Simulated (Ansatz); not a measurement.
This cell of V (bcc, W type) is off equilibrium:

```yaml
crystal:
  lattice:
    - [-1.46710, 1.46710, 1.46710]
    - [1.46710, -1.46710, 1.46710]
    - [1.46710, 1.46710, -1.46710]
  atoms:
    - { symbol: V, position: [0.00000, 0.00000, 0.00000] }
```

These are r2SCAN (plane waves to 500 eV, PAW, scalar-relativistic; Ansatz, a quantum-chemistry and plane-wave program) values and carry that method's errors. k mesh 22×22×22 (Γ-centred), Fermi-Dirac smearing 0.05 eV. Energies are smeared free energies. Stress and pressure are positive under compression. V is run without spin polarisation. V was relaxed with its symmetry unable to fall.

Task: Give the stress tensor in GPa and the pressure.

Result: 
```
   10.4      0.0      0.0
    0.0     10.4      0.0
    0.0      0.0     10.4
```
The pressure, a third of the trace, is 10.4 GPa.

Task: It is the relaxed cell scaled evenly to V/V₀ = 0.952, atoms relaxed where free. What is its energy relative to the relaxed cell?

Result: 20 meV/atom.

(A scan under strain: stresses follow from slopes of the energy per volume, elastic moduli from its curvatures.)
